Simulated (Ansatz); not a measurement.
Lu (hcp, Mg type)

```
CELL_PARAMETERS angstrom
      3.50442     0.00000     0.00000
     -1.75221     3.03492     0.00000
      0.00000     0.00000     5.45153
ATOMIC_POSITIONS crystal
  Lu 0.33333 0.66667 0.75000
  Lu 0.66667 0.33333 0.25000
```

Equation-of-state scan: isotropic scaling of the cell above, V₀ being its volume. Symmetry pins the atoms to their sites.

Computed with r2SCAN (plane waves to 500 eV, PAW, scalar-relativistic; Ansatz, a program for electronic structure). k mesh 15×15×9 (Γ-centred), Fermi-Dirac smearing 0.05 eV. The energy includes the smearing's −TS. With the shape held, the modulus is that of even scaling; a crystal free to change shape is softer. Lu is run without spin polarisation. Lu was relaxed with its symmetry unable to fall. The PAW data are Ansatz's earlier set. The zero of ΔE is the relaxed starting cell. The last digit holds for this mesh only.

| V (Å³/atom) | ΔE (meV/atom) |
|---|---|
| 26.091 | 49.6 |
| 26.816 | 26.8 |
| 27.541 | 11.5 |
| 28.265 | 2.8 |
| 28.990 | 0.0 |
| 29.715 | 2.5 |
| 30.440 | 9.8 |
| 31.164 | 21.3 |
| 31.889 | 36.7 |

**Question.** What bulk modulus at fixed cell shape B₀ follows from a third-order Birch-Murnaghan fit?

**Answer.** 46.8 GPa.

**Question.** What is the fitted pressure derivative B₀′?

**Answer.** 3.5.

(A scan under strain: stresses follow from slopes of the energy per volume, elastic moduli from its curvatures.)
